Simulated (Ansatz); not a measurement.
BeTe:
```cif
data_BeTe
_chemical_formula_sum 'Be1 Te1'
_space_group_name_H-M_alt 'P 1'
_space_group_IT_number 1
_cell_length_a 4.00023
_cell_length_b 4.00023
_cell_length_c 4.00023
_cell_angle_alpha 60.000
_cell_angle_beta 60.000
_cell_angle_gamma 60.000
loop_
_space_group_symop_operation_xyz
  'x, y, z'
loop_
_atom_site_label
_atom_site_type_symbol
_atom_site_fract_x
_atom_site_fract_y
_atom_site_fract_z
_atom_site_occupancy
Be1 Be 0.75000 0.75000 0.75000 1
Te1 Te 0.50000 0.50000 0.50000 1
```

Relaxed with r²SCAN. r²SCAN (plane waves, PAW; program Ansatz) gives a gap of 2.38 eV.

What gap does HSE06 give on the same cell (Ansatz, PAW)?

2.69 eV, 0.32 eV more. The hybrid was solved on a coarser mesh and at special points; its gap is the smallest among all of these.

```
k  v1 r²SCAN  c1 r²SCAN  v1 HSE06  c1 HSE06
-  ---------  ---------  --------  --------
Γ       0.00       4.04       ___       ___
X      -2.69       2.38     -2.82      2.69
L      -1.15       3.51       ___       ___
W      -3.23       5.68       ___       ___
K      -2.27       3.10       ___       ___
```

Top valence (v1) and lowest conduction level (c1) in eV from each method's valence maximum (which need not be a listed point): supply the withheld HSE06 values.


- W, v1 HSE06: -3.39
- W, c1 HSE06: 6.08
- L, v1 HSE06: -1.20
- L, c1 HSE06: 3.87
- Γ, v1 HSE06: 0.00
- Γ, c1 HSE06: 4.48
- K, v1 HSE06: -2.37
- K, c1 HSE06: 3.46

Cost on shared cores: the r²SCAN run (SCF on a 9×9×9 mesh, then bands and DOS) roughly 22 core-seconds, the HSE06 run (SCF on 6×6×6, then a few points) about 100 core-seconds (a rough figure); the tasks are unlike.

Space group F-43m (zinc blende). Symmetry was held in the r²SCAN relaxation; of distortions, only those at the zone centre were tested. The volume moved by 29 % from the start of the relaxation. Scalar-relativistic: spin–orbit coupling is off unless named, which matters more the heavier the elements.

Potentials: the later of the program's two PAW sets.
